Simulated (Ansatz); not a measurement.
ZrN:
```xyz
2
Lattice="0.0000 2.2975 2.2975 2.2975 0.0000 2.2975 2.2975 2.2975 0.0000" Properties=species:S:1:pos:R:3 pbc="T T T"
Zr     2.2975     2.2975     2.2975
N      0.0000     0.0000     0.0000
```

Relaxed with PBE. Special points in fractions of this cell's reciprocal vectors: Γ (0.000, 0.000, 0.000); X (0.500, 0.000, 0.500); U (0.625, 0.250, 0.625); K (0.375, 0.375, 0.750); L (0.500, 0.500, 0.500); W (0.500, 0.250, 0.750).

List the band energies nearest the Fermi level at these points for plane-wave PAW PBE (Ansatz code).

In eV from the Fermi level; about four levels below and three above (degenerate sets whole), none deeper than 8.9 eV; … stands for higher levels left out; points with the same levels are listed once.

```
k                                below           above
-  -----------------------------------  --------------
Γ  -2.66 -2.66 -2.66 -0.42 -0.42 -0.42               …
X              -4.59 -3.47 -3.18 -3.18  3.32 4.46 4.46
U              -5.50 -4.76 -4.46 -0.72  3.35 3.62 5.08
L                    -7.65 -5.68 -5.68  2.97 3.03 3.03
W                    -5.42 -4.75 -4.75  0.99 0.99 4.48
```

Space group Fm-3m (rock salt). The cell was relaxed with PBE under the symmetry of its start. No spin polarisation was allowed. With an odd number of electrons in the cell and no spin polarisation, the count alone makes it a metal. Spin–orbit coupling is left out wherever it is not named.

Potentials: the earlier of the program's two PAW sets.
